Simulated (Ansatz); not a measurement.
The calculation used Ansatz, DFT PBE, scalar-relativistic, plane waves, PAW. Settings: cutoff 420 eV, Γ-centred meshes spaced at most about 0.3 Å⁻¹ (2π included), Gaussian smearing. No spin polarisation in the final relaxations.

Temperature and zero-point effects are left out.

Two forms of Cd5Se3S2 were relaxed alike.

A.

```xyz
10
Lattice="-2.1532 2.1532 15.2012 2.1532 -2.1532 15.2012 2.1532 2.1532 -15.2012" Properties=species:S:1:pos:R:3 pbc="T T T"
Cd    0.0000    0.0000   21.2169
Cd    0.0000    0.0000    9.1856
Cd    0.0000    0.0000   27.5495
Cd    0.0000    0.0000   15.2012
Cd    0.0000    0.0000    2.8530
Se    2.1532    0.0000    7.6006
Se    0.0000    2.1532   10.7674
Se    0.0000    2.1532    4.4338
S     2.1532    0.0000   13.7769
S     2.1532    0.0000    1.4244
```

B.

```xyz
10
Lattice="2.1512 1.2420 17.5943 -2.1512 1.2420 17.5943 0.0000 -2.4840 17.5943" Properties=species:S:1:pos:R:3 pbc="T T T"
Cd    0.0000    0.0000   52.6704
Cd    0.0000    0.0000   21.1168
Cd    0.0000    0.0000   42.3420
Cd    0.0000    0.0000   10.5001
Cd    0.0000    0.0000   31.7298
Se    0.0000    0.0000    2.5704
Se    0.0000    0.0000   23.7931
Se    0.0000    0.0000   13.1822
S     0.0000    0.0000   44.9087
S     0.0000    0.0000   34.2964
```

Task: Which placement of the atoms is lower in energy, and by how much?

Result: A is lower, by 3 meV/atom. The two share one framework of sites and differ in which element sits where. A has Se and S ordered on zinc blende sites, space group I-4m2 (No. 119), 28.2 Å³/atom and a gap of 0.64 eV on its mesh; B has Se and S ordered on zinc blende sites, space group R3m (No. 160), 28.2 Å³/atom and a gap of 0.58 eV. Counting S or Se atoms around Cd (for each partner element, those within 1.25 times its shortest distance or 1.15 times the sum of covalent radii, where it is the nearest in units of that sum or under 1.3), A and B both have Cd 4. Both come from invented guesses.

Kohn–Sham gaps at this level usually fall short of measured ones. With atoms moved at random, R3m came back. Other cells relaxed within their symmetry can be saddle points.
